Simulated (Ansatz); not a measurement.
Ag:
```
Ag
1.0
    5.32999     0.00000     0.00000
   -2.66499     4.61591     0.00000
    0.00000     0.00000     5.20079
Ag
7
Cartesian
  0.00000   0.00000   1.31580
  0.00000   0.00000   3.88499
  0.00000   3.07727   2.60039
  2.66499   1.53864   2.60039
 -1.33250   2.30795   0.00000
  2.66499   0.00000   0.00000
  1.33250   2.30795   0.00000
```

Relaxed with r²SCAN. Special points in fractions of this cell's reciprocal vectors: Γ (0.000, 0.000, 0.000); M (0.500, 0.000, 0.000); K (0.333, 0.333, 0.000); A (0.000, 0.000, 0.500); L (0.500, 0.000, 0.500); H (0.333, 0.333, 0.500).

List the band energies nearest the Fermi level at these points for r²SCAN (plane waves, PAW; program Ansatz).

In eV from the Fermi level; about four levels below and three above (degenerate sets whole), none deeper than 8.9 eV; points with the same levels are listed once.

| k | below | above |
|---|---|---|
| Γ | -3.38 -3.38 -3.27 -3.27 -2.69 | 0.14 0.88 1.02 |
| M | -3.49 -3.39 -2.96 -0.01 | 0.57 1.42 1.60 |
| K | -3.22 -3.22 -3.07 -2.95 | 1.56 2.75 2.75 |
| A | -3.42 -3.42 -3.18 -3.18 -2.69 | 0.91 2.49 2.49 |
| L | -2.69 -2.65 -2.12 -2.07 | 0.83 1.40 2.45 |
| H | -1.93 -1.93 -1.63 -1.36 -1.36 | 6.03 6.33 6.33 |

Space group P6/mmm. The start of the workflow was typed in or built on a structure type; neither database checked (COD, Materials Project) lists it. It is not the phase usual at ambient conditions (space group No. 225). The cell was relaxed with r²SCAN under the symmetry of its start; whether a distortion lowers the energy is not shown. No spin polarisation was allowed. Spin–orbit coupling is left out wherever it is not named.

Potentials: the earlier of the program's two PAW sets.
